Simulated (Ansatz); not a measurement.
This cell of Co (hcp, Mg type) is off equilibrium:

```xyz
2
Lattice="2.4571 0.0000 0.0000 -1.2286 2.1279 0.0000 0.0000 0.0000 3.9682" Properties=species:S:1:pos:R:3 pbc="T T T"
Co     0.0000     1.4186     2.9761
Co     1.3671     0.8479     1.1306
```

Computed with PBEsol (plane waves to 420 eV, PAW, scalar-relativistic; Ansatz, a quantum-chemistry and plane-wave program). k mesh 17×17×10 (Γ-centred), Fermi-Dirac smearing 0.05 eV. Energies are smeared free energies. Compression counts positive. With partly filled bands, energies and forces of such displacements shift with the k mesh and the smearing. Co was relaxed with its symmetry unable to fall. Relaxed Co ends ferromagnetic. The PAW data are Ansatz's earlier set. Other magnetic orders were not checked, so this need not be the ground state.

Q: What forces act on the atoms (eV/Å, Cartesian)?

A: 
```
atom      Fx      Fy      Fz
----  ------  ------  ------
Co1    0.507   0.439   1.409
Co2   -0.507  -0.439  -1.409
```

Q: What is the stress tensor (GPa)?

A: 
```
    6.2      3.0      3.3
    3.0     -0.8      2.7
    3.3      2.7      8.7
```
The pressure, a third of the trace, is 4.7 GPa.

Q: In it atom 2 sits (0.139, 0.139, 0.139) Å away from its relaxed site. What is its energy relative to the relaxed cell?

A: 147 meV/cell.

(For displaced atoms, the force is minus the slope of the energy, and its curvature is a force constant, which sets phonon frequencies.)
